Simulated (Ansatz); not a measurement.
**Zincblende alloy of GaAs and AlAs (6 of 32 Ga sites exchanged), 64 atoms**

Ansatz, PAW, plane waves. PBEsol relaxation of volume and atoms (shape held) at the single k point (¼, ¼, ¼) without its symmetry partners; single points on the relaxed atoms at the single k point (¼, ¼, ¼) without its symmetry partners, onto which points of the small cell's zone fold. Arrangement: clustered. No spin–orbit coupling unless named.

Relaxed structure:

```yaml
crystal:
  lattice:
    - [11.32600, 0.00000, 0.00000]
    - [0.00000, 11.32600, 0.00000]
    - [0.00000, 0.00000, 11.32600]
  atoms:
    - { symbol: Ga, position: [0.00035, 0.99936, 0.00023] }
    - { symbol: Ga, position: [0.00032, 0.99961, 0.49996] }
    - { symbol: Ga, position: [0.00023, 0.50028, 0.49979] }
    - { symbol: Ga, position: [0.50026, 0.99975, 0.00021] }
    - { symbol: Ga, position: [0.50022, 0.99997, 0.50008] }
    - { symbol: Ga, position: [0.49981, 0.50051, 0.99994] }
    - { symbol: Ga, position: [0.49976, 0.49991, 0.50000] }
    - { symbol: Ga, position: [0.24999, 0.25029, 0.49951] }
    - { symbol: Ga, position: [0.24990, 0.75011, 0.00008] }
    - { symbol: Ga, position: [0.24996, 0.75000, 0.49968] }
    - { symbol: Ga, position: [0.74969, 0.25022, 0.50029] }
    - { symbol: Ga, position: [0.74992, 0.75042, 0.99975] }
    - { symbol: Ga, position: [0.75031, 0.75009, 0.49984] }
    - { symbol: Ga, position: [0.25040, 0.99962, 0.25026] }
    - { symbol: Ga, position: [0.25055, 0.99984, 0.74981] }
    - { symbol: Ga, position: [0.25022, 0.50026, 0.24999] }
    - { symbol: Ga, position: [0.25040, 0.50056, 0.74949] }
    - { symbol: Ga, position: [0.74991, 0.99979, 0.25043] }
    - { symbol: Ga, position: [0.75031, 0.99979, 0.75000] }
    - { symbol: Ga, position: [0.74975, 0.50070, 0.74947] }
    - { symbol: Ga, position: [0.00016, 0.74974, 0.24987] }
    - { symbol: Ga, position: [0.00009, 0.75014, 0.74977] }
    - { symbol: Ga, position: [0.49967, 0.24976, 0.25022] }
    - { symbol: Ga, position: [0.49996, 0.25026, 0.74969] }
    - { symbol: Ga, position: [0.49989, 0.75007, 0.24984] }
    - { symbol: Ga, position: [0.49998, 0.74999, 0.74997] }
    - { symbol: Al, position: [0.99991, 0.49986, 0.99900] }
    - { symbol: Al, position: [0.25009, 0.24987, 0.99943] }
    - { symbol: Al, position: [0.74936, 0.24997, 0.99949] }
    - { symbol: Al, position: [0.74970, 0.49938, 0.24950] }
    - { symbol: Al, position: [0.99960, 0.24921, 0.24965] }
    - { symbol: Al, position: [0.99992, 0.24932, 0.74921] }
    - { symbol: As, position: [0.12564, 0.12454, 0.12509] }
    - { symbol: As, position: [0.12564, 0.12462, 0.62442] }
    - { symbol: As, position: [0.12481, 0.62473, 0.12445] }
    - { symbol: As, position: [0.12494, 0.62513, 0.62462] }
    - { symbol: As, position: [0.62496, 0.12487, 0.12538] }
    - { symbol: As, position: [0.62506, 0.12504, 0.62521] }
    - { symbol: As, position: [0.62502, 0.62546, 0.12475] }
    - { symbol: As, position: [0.62473, 0.62526, 0.62456] }
    - { symbol: As, position: [0.37508, 0.37484, 0.12479] }
    - { symbol: As, position: [0.37477, 0.37485, 0.62467] }
    - { symbol: As, position: [0.37499, 0.87482, 0.12484] }
    - { symbol: As, position: [0.37506, 0.87470, 0.62474] }
    - { symbol: As, position: [0.87523, 0.37488, 0.12447] }
    - { symbol: As, position: [0.87484, 0.37536, 0.62482] }
    - { symbol: As, position: [0.87492, 0.87488, 0.12512] }
    - { symbol: As, position: [0.87504, 0.87488, 0.62489] }
    - { symbol: As, position: [0.37504, 0.12484, 0.37513] }
    - { symbol: As, position: [0.37565, 0.12483, 0.87485] }
    - { symbol: As, position: [0.37491, 0.62496, 0.37476] }
    - { symbol: As, position: [0.37492, 0.62522, 0.87491] }
    - { symbol: As, position: [0.87479, 0.12476, 0.37572] }
    - { symbol: As, position: [0.87523, 0.12471, 0.87533] }
    - { symbol: As, position: [0.87469, 0.62477, 0.37463] }
    - { symbol: As, position: [0.87485, 0.62560, 0.87467] }
    - { symbol: As, position: [0.12473, 0.37476, 0.37441] }
    - { symbol: As, position: [0.12526, 0.37502, 0.87389] }
    - { symbol: As, position: [0.12480, 0.87467, 0.37463] }
    - { symbol: As, position: [0.12511, 0.87490, 0.87469] }
    - { symbol: As, position: [0.62452, 0.37470, 0.37523] }
    - { symbol: As, position: [0.62467, 0.37569, 0.87448] }
    - { symbol: As, position: [0.62490, 0.87479, 0.37499] }
    - { symbol: As, position: [0.62494, 0.87501, 0.87476] }
```

Q: What are the mean bond lengths by pair (pairs within 1.2 times the sum of covalent radii, less contacts 15 % beyond the pair's median; cation–cation pairs of compounds aside; long ionic contacts are cut short by that bound)?

A: Al–As 2.455 ± 0.001 Å (standard deviation, 24 bonds); As–Ga 2.452 ± 0.002 Å (standard deviation, 104 bonds).

Q: What gap lies between the top filled and the lowest empty level in the single points?

A: r²SCAN 1.91 eV (9.5 s on NVIDIA H100). Away from Γ this isn't the crystal's band gap.
